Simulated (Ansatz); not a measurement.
RuN (zinc blende, F-43m) under volume change, the program Ansatz at the LDA level (PAW), scaled uniformly.

```
V (Å³/atom)  E − E(relaxed) (meV/atom)  P (GPa)
-----------  -------------------------  -------
10.165                           103.1    35.82
10.500                            43.2    21.85
10.835                            10.2    10.02
11.170                             0.0     0.00
11.505                             9.1    -8.49
11.840                            34.6   -15.68
12.175                            74.0   -21.76
```

Task: What does a third-order Birch–Murnaghan fit give for V₀, B₀ and B′?

Result: V₀ = 11.17 Å³/atom, B₀ = 307 GPa, B′ = 4.5.

The workflow started from a Materials Project entry (that database holds measured and hypothetical structures alike); the Crystallography Open Database copy checked does not list it. Its standing as an ambient phase is unchecked. Symmetry was held in the LDA relaxation; whether a distortion lowers the energy is not shown. No spin polarisation was allowed.

Potentials: the later of the program's two PAW sets.
